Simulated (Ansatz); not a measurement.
SnO₂:
```
CELL_PARAMETERS angstrom
      4.75989     0.00000     0.00000
      0.00000     4.75989     0.00000
      0.00000     0.00000     3.20084
ATOMIC_POSITIONS crystal
  Sn 0.00000 0.00000 0.00000
  Sn 0.50000 0.50000 0.50000
  O  0.30591 0.30591 0.00000
  O  0.80591 0.19409 0.50000
  O  0.19409 0.80591 0.50000
  O  0.69409 0.69409 0.00000
```

DFT-r²SCAN in the program Ansatz with PAW potentials gives a gap of 1.77 eV without spin–orbit coupling, maximum at Γ, minimum at Γ.

Problem. What happens when spin–orbit coupling is switched on?

Solution. The gap hardly moves, to 1.77 eV; maximum at Γ, minimum at Γ.

Problem. Give the electron effective mass with spin–orbit coupling.

Solution. 0.19, 0.23, 0.23 mₑ (principal values).

Problem. Give the hole effective mass with spin–orbit coupling.

Solution. 1.3, 1.3, 1.7 mₑ (principal values).

Space group P4_2/mnm (rutile). The r²SCAN relaxation kept the symmetry of its start.

Potentials: the later of the program's two PAW sets.
